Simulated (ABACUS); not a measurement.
Band structure of Se (R-3, 6 atoms in the cell; from Materials Project mp-147).

```
Se
1.0
    5.65533     3.26510     1.61317
   -5.65533     3.26510     1.61317
    0.00000    -6.53021     1.61317
Se
6
Direct
  0.84914   0.72591   0.09273
  0.15086   0.27409   0.90727
  0.09273   0.84914   0.72591
  0.90727   0.15086   0.27409
  0.72591   0.09273   0.84914
  0.27409   0.90727   0.15086
```

Method: LDA (PW92), numerical atomic orbitals TZDP (confined pseudo-atomic orbitals; energy shift 0.01 Ry), PseudoDojo 0.4 standard norm-conserving LDA (tails mended) pseudopotentials run with ABACUS.

Settings: basis = TZDP numerical atomic orbitals, energy shift 0.01 Ry; KPT = MP 5 5 5 0 0 0; basis_type = lcao; dft_functional = PWLDA; ecutwfc = 100 Ry; smearing_method = fixed; potentials = PseudoDojo 0.4 standard norm-conserving LDA (tails mended); symmetry = 1; ks_solver = genelpa; scf_nmax = 100; scf_thr = 1.0e-07; mixing_type = broyden.

The atom-centred basis is finite, which shifts total energies against plane waves. Forces and stress are left out: the polarisation orbitals used for some of these elements are too diffuse to give them reliably, and gaps can carry the same lack. The structure comes from a collection of computed structures, made at another level of theory; the collection holds predicted forms beside known ones.

Predict the gap along the standard path and the places of the band edges.

The gap along the path is 1.31 eV, from a point between L and Z to a point between Γ and P; the smallest direct gap on it is 1.59 eV.

Points are given in units of this cell's reciprocal vectors. Levels in eV from the top of the valence band on the path, bands 45 to 49:
| point | 45 | 46 | 47 | 48 | 49 |
|---|---|---|---|---|---|
| Γ (0 0 0) | -0.62 | -0.62 | -0.47 | -0.47 | 1.87 |
| P (0.354 -0.646 0.354) | -1.29 | -1.01 | -0.75 | -0.75 | 1.91 |
| Z (0.5 -0.5 0.5) | -1.23 | -1.10 | -1.10 | -0.08 | 1.60 |
| Q (0.207 0.207 0.207) | -1.03 | -0.56 | -0.56 | -0.33 | 1.72 |
| F (0.5 -0.5 0) | -1.14 | -1.00 | -0.74 | -0.17 | 1.54 |
| P1 (0.646 -0.354 -0.354) | -1.29 | -1.01 | -0.75 | -0.75 | 1.91 |
| Q1 (0.793 -0.207 -0.207) | -1.03 | -0.56 | -0.56 | -0.33 | 1.72 |
| L (0.5 0 0) | -1.05 | -0.70 | -0.17 | -0.09 | 1.85 |

Higher empty bands are left out: an atom-centred basis made for the valence describes them poorly.

The atomic orbitals were generated for these runs; they are not ABACUS's published sets and were checked against plane waves on a few crystals only.

“Tails mended”: in these copies of the files the far tail of each local potential was reset to the Coulomb form.
